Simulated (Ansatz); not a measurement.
In plane-wave PAW r²SCAN (Ansatz code), TiSiB in the orthorhombic phase (Cmcm; Si on 4c, B on 4c, Ti on 4c) relaxes to a = 3.298 Å, b = 13.200 Å, c = 3.055 Å. Its formation energy from the elements is -0.68 eV/atom, with no fitted shifts.

Electronic character: metallic (no gap).

Bader charges are Si -0.41, B -0.97, Ti +1.39 e.

The start of the workflow was typed in or built on a structure type; neither database checked (COD, Materials Project) lists it. Whether it is the stable phase at ambient conditions was not checked. The cell was relaxed with r²SCAN under the symmetry of its start; its stability against distortions is not shown here. The run is not spin-polarised. The references are the lowest solids computed at this level, not always the standard phases.

Potentials: the later of the program's two PAW sets.
